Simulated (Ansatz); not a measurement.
## Stationary points along a deformation path in NbRu

All numbers below come from DFT PBEsol, scalar-relativistic, plane waves, PAW (Ansatz). Cutoff 420 eV, Γ-centred 16×16×16 k-points, Gaussian smearing of 0.15 eV. No spin polarisation. Energies are free energies at this smearing, counted from the undisturbed cell; pressure is positive in compression.

The undisturbed cell (as given, not relaxed at this level; it stands at -9.7 GPa, and it needn't be the usual structure):

```xyz
2
Lattice="3.1840 0.0000 0.0000 0.0000 3.1840 0.0000 0.0000 0.0000 3.1840" Properties=species:S:1:pos:R:3 pbc="T T T"
Nb    0.0000    0.0000    0.0000
Ru    1.5920    1.5920    1.5920
```

At fixed volume and fractional coordinates, lengths along (0.577, 0.577, 0.577) are scaled against those across it; ρ is that ratio over its starting value. V = 16.139 Å³/atom. Δσ is the stress along the axis less the mean stress across it (compression positive).

| ρ | ΔE (meV/atom) | Δσ (GPa) | space group |
| --- | --- | --- | --- |
| 0.500 | 7832.6 | 605.43 | R-3m |
| 0.600 | 2792.4 | 257.55 | R-3m |
| 0.710 | 859.6 | 100.19 | R-3m |
| 0.850 | 140.8 | 29.79 | R-3m |
| 0.930 | 23.9 | 10.40 | R-3m |
| 1.000 | 0.0 | 0.00 | Pm-3m |
| 1.080 | 21.7 | -8.00 | R-3m |
| 1.200 | 109.3 | -16.48 | R-3m |
| 1.410 | 336.8 | -23.22 | R-3m |
| 1.700 | 536.9 | -8.31 | R-3m |
| 2.000 | 582.3 | 0.00 | Fm-3m |

How does the stress give the slope of the energy, and where is the energy stationary?

Along the path d ln(length) is 2/3 d ln ρ on the axis and −1/3 d ln ρ across it, so dE/d ln ρ = −(2/3) V Δσ: the energy falls with ρ where Δσ is positive. Δσ vanishes or changes sign at ρ = 1.000 (Pm-3m), a minimum at 0.0 meV/atom; at ρ = 2.000 (Fm-3m, an end of the scan), at 582.3 meV/atom. Pairs of stationary points between two samples would go unseen, and could change a minimum read from distant neighbours into a maximum. At ρ = 1.000, 2.000 the cell is cubic, where symmetry alone makes the stress isotropic and the slope zero.

Which shear constant sets the curvature at ρ = 1?

For a cubic crystal E/V = (2/3) C (ln ρ)² with C = C44, so Δσ = −2C ln ρ. The parabola of Δσ against ln ρ through ρ = 0.930, 1 and 1.080 gives C ≈ 62 GPa with the ions clamped, rough because the steps are large. It is the stress–strain coefficient at this cell's pressure of -9.7 GPa, not the zero-pressure constant.

In a metal these slopes depend on the k mesh and the smearing.